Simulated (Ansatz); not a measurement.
Consider the following.

Relaxed CeO2 (fluorite):

```
CeO2
1.0
    0.00000     2.71896     2.71896
    2.71896     0.00000     2.71896
    2.71896     2.71896     0.00000
Ce O
1 2
Cartesian
  0.00000   0.00000   0.00000
  1.35948   1.35948   1.35948
  4.07843   4.07843   4.07843
```

In this cell atom 1 (Ce, nearest neighbour O at 2.355 Å; its periodic images, 3.8 Å or more away, move with it) is moved by s along Cartesian [111], unit vector (0.577, 0.577, 0.577); all other atoms and the cell stay fixed.

Computed with r2SCAN (plane waves to 500 eV, PAW, scalar-relativistic; Ansatz, a program for electronic structure). k mesh 9×9×9 (Γ-centred), Fermi-Dirac smearing 0.05 eV. The energy includes the smearing's −TS. Left out: 4 of 11 points, with atoms too close for the PAW data. CeO2 is run without spin polarisation. CeO2 was relaxed with its symmetry unable to fall. The PAW data are Ansatz's earlier set. The filling of the f shell was not checked against other fillings, so treat energies with care. The zero of ΔE is the undisplaced structure.

The scan covers s from -0.282 to 0.282 Å in 7 points.

Problem. Is the energy the same for equal positive and negative displacements?

Solution. Even: the same for both signs. With its periodic images moving along, the atom's site symmetry in this cell is m-3m.

Problem. What is the force constant k = d²E/ds² of this move at s = 0?

Solution. 6.86 eV/Å².

(A displaced cell: forces are minus the slopes of the energy, force constants its curvatures, and phonons follow from these.)
